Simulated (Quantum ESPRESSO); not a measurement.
Ti6LiW, input and log of a self-consistent run

Simulated, not a measurement. The program is pw.x of Quantum ESPRESSO 7.5 (plane-wave density functional theory). The cell is made up: eight metal atoms on a hexagonal close-packed lattice, with elements, volume, strain and displacements drawn at random and not relaxed, so it may be unstable or far from any real phase. PseudoDojo standard norm-conserving files set the functional (PBE unless stated); there is no spin polarisation or spin-orbit coupling, the Fermi-Dirac width of 0.25 eV means electrons at about 2900 K, and the masses in the input are unused placeholders. Heavy elements are run without spin-orbit coupling, which real alloys of them have. A spin test at this wide smearing found no moment, but such smearing suppresses magnetism that the real alloy may have.

Input:

```
&control calculation='scf', pseudo_dir='./dojo.nc.sr.pbe.v0_5.standard.upf', outdir='./o', disk_io='minimal', tprnfor=.true., tstress=.true. /
&system ibrav=0, nat=8, ntyp=3, nbnd=62, ecutwfc=84.00895049, nosym=.true., tot_charge=0,
 occupations='smearing', smearing='fd', degauss=0.0183746611
/
&electrons conv_thr=1.470e-08, electron_maxstep=70, mixing_beta=0.5 /
ATOMIC_SPECIES
Li 1.0 Li.upf
Ti 1.0 Ti.upf
W 1.0 W.upf
CELL_PARAMETERS angstrom
-2.8469 0.0058 0.0464
-0.0101 4.9851 -0.0429
1.584 -2.4124 -9.3252
ATOMIC_POSITIONS angstrom
Ti 0.0399 0.0602 -0.0847
Ti 0.0286 1.6749 -2.3187
Ti 0.0499 0.0292 -4.5213
Li 0.1057 1.707 -7.0222
Ti -1.3518 2.4893 0.0822
Ti -1.4923 4.172 -2.264
W -1.356 2.552 -4.6131
Ti -1.3562 -0.7744 -7.0757
K_POINTS automatic
8 5 3 1 1 1
```

The log is shortened where brackets say so; the opening notice, blank lines, dates and the lines on written files are dropped, and the path of the files is cut. It prints rydbergs, bohrs and kilobars, and counts compression as positive stress. Its total energy is the free energy E - TS of the whole cell.

```
     Program PWSCF v.7.5
     Parallel version (MPI & OpenMP), running on       4 processor cores
     Number of MPI processes:                 4
     Threads/MPI process:                     1
     [start-up lines left out]
     bravais-lattice index     =            0
     lattice parameter (alat)  =       5.3806  a.u.
     unit-cell volume          =     892.6186 (a.u.)^3
     number of atoms/cell      =            8
     number of atomic types    =            3
     number of electrons       =        89.00
     number of Kohn-Sham states=           62
     kinetic-energy cutoff     =      84.0090  Ry
     charge density cutoff     =     336.0358  Ry
     scf convergence threshold =      1.5E-08
     mixing beta               =       0.5000
     number of iterations used =            8  plain     mixing
     Exchange-correlation= PBE
                           (   1   4   3   4   0   0   0)
     [axes and pseudopotential details left out]
   Cartesian axes
     site n.     atom                  positions (alat units)
         1        Ti     tau(   1) = (   0.0140134   0.0211430  -0.0297476  )
         2        Ti     tau(   2) = (   0.0100447   0.5882448  -0.8143550  )
         3        Ti     tau(   3) = (   0.0175255   0.0102554  -1.5879343  )
         4        Li     tau(   4) = (   0.0371231   0.5995187  -2.4662801  )
         5        Ti     tau(   5) = (  -0.4747682   0.8742718   0.0288696  )
         6        Ti     tau(   6) = (  -0.5241135   1.4652560  -0.7951437  )
         7        W      tau(   7) = (  -0.4762433   0.8962927  -1.6201756  )
         8        Ti     tau(   8) = (  -0.4763136  -0.2719785  -2.4850700  )
     number of k points=    60  Fermi-Dirac smearing, width (Ry)=  0.0184
                       cart. coord. in units 2pi/alat
        k(    1) = (  -0.0636368   0.0563306  -0.0762707), wk =   0.0333333
        k(    2) = (  -0.0603138   0.0580900   0.1273934), wk =   0.0333333
     [further k points left out]
     Dense  grid:    92907 G-vectors     FFT dimensions: (  32,  60, 108)
     Estimated max dynamical RAM per process >     315.81 MB
     Estimated total dynamical RAM >       1.17 GB
     Initial potential from superposition of free atoms
     starting charge      88.9854, renormalised to      89.0000
     Starting wfcs are   72 randomized atomic wfcs
     total cpu time spent up to now is        6.2 secs
     per-process dynamical memory:   254.6 Mb
     Self-consistent Calculation
     iteration #  1     ecut=    84.01 Ry     beta= 0.50
     Davidson diagonalization with overlap
     ethr =  1.00E-02,  avg # of iterations =  2.9
     total cpu time spent up to now is       20.5 secs
     total energy              =    -877.36892091 Ry
     estimated scf accuracy    <       1.43588059 Ry
     iteration #  2     ecut=    84.01 Ry     beta= 0.50
     Davidson diagonalization with overlap
     ethr =  1.61E-03,  avg # of iterations =  8.6
     total cpu time spent up to now is       44.4 secs
     total energy              =    -874.43936614 Ry
     estimated scf accuracy    <     123.49771686 Ry
     iteration #  3     ecut=    84.01 Ry     beta= 0.50
     Davidson diagonalization with overlap
     ethr =  1.61E-03,  avg # of iterations =  6.8
     total cpu time spent up to now is       61.7 secs
     total energy              =    -878.16628785 Ry
     estimated scf accuracy    <       2.87103073 Ry
     iteration #  4     ecut=    84.01 Ry     beta= 0.50
     Davidson diagonalization with overlap
     ethr =  1.61E-03,  avg # of iterations =  3.4
     total cpu time spent up to now is       74.2 secs
     total energy              =    -878.27563086 Ry
     estimated scf accuracy    <       0.51014308 Ry
     iteration #  5     ecut=    84.01 Ry     beta= 0.50
     Davidson diagonalization with overlap
     ethr =  5.73E-04,  avg # of iterations =  6.7
     total cpu time spent up to now is       89.2 secs
     total energy              =    -878.29456049 Ry
     estimated scf accuracy    <       0.32943868 Ry
     [iterations 6 to 17 left out]
     iteration # 18     ecut=    84.01 Ry     beta= 0.50
     Davidson diagonalization with overlap
     ethr =  2.97E-09,  avg # of iterations =  6.9
     total cpu time spent up to now is      274.3 secs
     total energy              =    -878.32262252 Ry
     estimated scf accuracy    <       0.00000091 Ry
     iteration # 19     ecut=    84.01 Ry     beta= 0.50
     Davidson diagonalization with overlap
     ethr =  1.03E-09,  avg # of iterations =  3.5
     total cpu time spent up to now is      287.8 secs
     total energy              =    -878.32262253 Ry
     estimated scf accuracy    <       0.00000036 Ry
     iteration # 20     ecut=    84.01 Ry     beta= 0.50
     Davidson diagonalization with overlap
     ethr =  3.99E-10,  avg # of iterations =  4.0
     total cpu time spent up to now is      301.2 secs
     total energy              =    -878.32262255 Ry
     estimated scf accuracy    <       0.00000013 Ry
     iteration # 21     ecut=    84.01 Ry     beta= 0.50
     Davidson diagonalization with overlap
     ethr =  1.44E-10,  avg # of iterations =  5.3
     total cpu time spent up to now is      315.6 secs
     total energy              =    -878.32262257 Ry
     estimated scf accuracy    <       0.00000003 Ry
     iteration # 22     ecut=    84.01 Ry     beta= 0.50
     Davidson diagonalization with overlap
     ethr =  3.73E-11,  avg # of iterations =  4.2
     total cpu time spent up to now is      329.5 secs
     End of self-consistent calculation
     [lines on levels left out]
!    total energy              =    -878.32262256 Ry
     estimated scf accuracy    <       0.00000001 Ry
     smearing contrib. (-TS)   =      -0.15854513 Ry
     internal energy E=F+TS    =    -878.16407744 Ry
     The total energy is F=E-TS. E is the sum of the following terms:
     one-electron contribution =    -338.76651297 Ry
     hartree contribution      =     197.81459687 Ry
     xc contribution           =    -141.36729253 Ry
     ewald contribution        =    -595.84486880 Ry
     convergence has been achieved in  22 iterations
     Forces acting on atoms (cartesian axes, Ry/au):
     atom    1 type  2   force =     0.00167800   -0.00782731    0.02179180
     atom    2 type  2   force =    -0.00804539    0.01170519   -0.00291176
     atom    3 type  2   force =    -0.00277289   -0.00221487   -0.04032180
     atom    4 type  1   force =    -0.00328773   -0.00266329    0.01209416
     atom    5 type  2   force =    -0.00800543    0.00976880   -0.02844970
     atom    6 type  2   force =     0.00616530   -0.01690211    0.00089517
     atom    7 type  3   force =     0.00716778    0.01504770   -0.01458585
     atom    8 type  2   force =     0.00710036   -0.00691412    0.05148798
     Total force =     0.084172     Total SCF correction =     0.000236
     Computing stress (Cartesian axis) and pressure
          total   stress  (Ry/bohr**3)                   (kbar)     P=       42.75
   0.00018745  -0.00006393   0.00001998           27.57       -9.40        2.94
  -0.00006393   0.00029288   0.00005355           -9.40       43.08        7.88
   0.00001998   0.00005355   0.00039146            2.94        7.88       57.59
     init_run     :      5.82s CPU      6.02s WALL (       1 calls)
     electrons    :    321.83s CPU    323.32s WALL (       1 calls)
     forces       :      1.65s CPU      1.66s WALL (       1 calls)
     stress       :      5.72s CPU      5.73s WALL (       1 calls)
     [timing details left out]
     PWSCF        :   5m35.24s CPU   5m36.95s WALL
     JOB DONE.
```

In other units: free energy -11950.188 eV for the cell, pressure 4.27 GPa, largest force component 1.324 eV/Å in size. The run took 339 s of wall time with four MPI processes on a shared machine (Intel Xeon, 2023 or later, virtual cores), so the time is rough. A rerun of this cell at a higher cutoff and on a denser mesh moved values by no more than 0.003 eV in energy, 0.03 GPa in stress and 0.005 eV/Å in force, and a second program with other atomic files agreed on that cell to 2 % rms in force and 0.5 GPa in pressure.